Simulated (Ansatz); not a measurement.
Relaxed-ion elastic tensor of ZrC (rock salt, Fm-3m) in GPa (Voigt order), LDA (plane waves, PAW; program Ansatz); density 6.86 g/cm³, 12.50 Å³ per atom.

```json
[
 {"": "1", "1": "522", "2": "110", "3": "110", "4": "0.0", "5": "0.0", "6": "0.0"},
 {"": "2", "1": "110", "2": "522", "3": "110", "4": "0.0", "5": "0.0", "6": "0.0"},
 {"": "3", "1": "110", "2": "110", "3": "522", "4": "0.0", "5": "0.0", "6": "0.0"},
 {"": "4", "1": "0.0", "2": "0.0", "3": "0.0", "4": "160", "5": "0.0", "6": "0.0"},
 {"": "5", "1": "0.0", "2": "0.0", "3": "0.0", "4": "0.0", "5": "160", "6": "0.0"},
 {"": "6", "1": "0.0", "2": "0.0", "3": "0.0", "4": "0.0", "5": "0.0", "6": "160"}
]
```

Q: Is the crystal mechanically stable?

A: Yes: the smallest eigenvalue of C is 160 GPa.

Q: Work out the Voigt, Reuss and Hill averages.

A: K_V = 247, K_R = 247, K_H = 247; G_V = 178, G_R = 175, G_H = 177 GPa.

Q: Give Young's modulus, Poisson's ratio, Pugh's ratio and the universal anisotropy index.

A: E = 9KG/(3K + G) = 428 GPa; ν = 0.21; K/G = 1.40 (brittle by the Pugh limit of 1.75); A_U = 5G_V/G_R + K_V/K_R − 6 = 0.08.

Q: Estimate the sound speeds and the Debye temperature.

A: v_l = √((K + 4G/3)/ρ) = 8390 m/s, v_t = √(G/ρ) = 5080 m/s, mean 5610 m/s; Θ = (h/k)(3n/4πV)^(1/3) v_m = 720 K.

Q: Give the Zener ratio and Young's modulus along [100], [110] and [111].

A: A = 2C44/(C11 − C12) = 0.78; 1/E = S11 − 2(S11 − S12 − S44/2)Γ with Γ = 0, 1/4, 1/3 gives 483, 413, 394 GPa.

Q: Solve the Christoffel equation for the three sound speeds along [100], [110], [111].

A: Eigenvalues of C_ijkl n_j n_l equal ρv². In km/s, slowest first: [100] 4.83, 4.83, 8.72; [110] 4.83, 5.48, 8.33; [111] 5.27, 5.27, 8.19.

Symmetry was held in the LDA relaxation; of distortions, only those at the zone centre were tested. No spin polarisation was allowed. As this level gives no gap, shear constants depend on the k-mesh and smearing (Fermi–Dirac, 0.1 eV here).

Potentials: the later of the program's two PAW sets.
